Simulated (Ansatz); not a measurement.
Starting cell, BP (zinc blende):

```yaml
crystal:
  lattice:
    - [0.00000, 2.26820, 2.26820]
    - [2.26820, 0.00000, 2.26820]
    - [2.26820, 2.26820, 0.00000]
  atoms:
    - { symbol: P, position: [0.75000, 0.75000, 0.75000] }
    - { symbol: B, position: [0.00000, 0.00000, 0.00000] }
```

The atoms are displaced by Q × the pattern below (from a DFPT mode at Γ, largest move 1; Q in Å), at fixed cell. It is one choice among 3 degenerate patterns.

```json
[
 {"atom": "P1", "x": "0.000", "y": "0.000", "z": "0.349"},
 {"atom": "B2", "x": "0.000", "y": "0.000", "z": "-1.000"}
]
```

All values below come from r2SCAN (plane waves to 500 eV, PAW, scalar-relativistic; Ansatz, a program for electronic structure). k mesh 12×12×12 (Γ-centred), Fermi-Dirac smearing 0.05 eV. The energy includes the smearing's −TS. As the smearing reaches across the gap at some points, energies and forces of such displacements shift with the k mesh and the smearing. BP was relaxed with its symmetry unable to fall. The PAW data are Ansatz's earlier set. The zero of ΔE is the undisplaced structure. The last digit holds for this mesh only.

```
Q (Å)    ΔE (meV/cell)
-------  -------------
-0.2800         1268.3
-0.2333          908.9
-0.1867          597.8
-0.1400          343.6
-0.0933       withheld
-0.0467           39.0
0.0000             0.0
0.0467            39.0
0.0933        withheld
0.1400           343.6
0.1867           597.8
0.2333           908.9
0.2800          1268.3
```

**Question.** Fit an even polynomial form (powers 2, 4, 6) to the given rows and predict ΔE at Q = 0.0933.

**Answer.** Least squares on the 11 given rows: ΔE = (18030)·Q² + (-26280)·Q⁴ + (34220)·Q⁶, in meV/cell with Q in Å; root-mean-square residual 0.16 meV/cell. At 0.0933 the fit gives 155.0 meV/cell; the calculation gives 155.0 meV/cell, the same to the digits shown. The quadratic term alone would give 156.9 meV/cell.

(For displaced atoms, the force is minus the slope of the energy, and its curvature is a force constant, which sets phonon frequencies.)
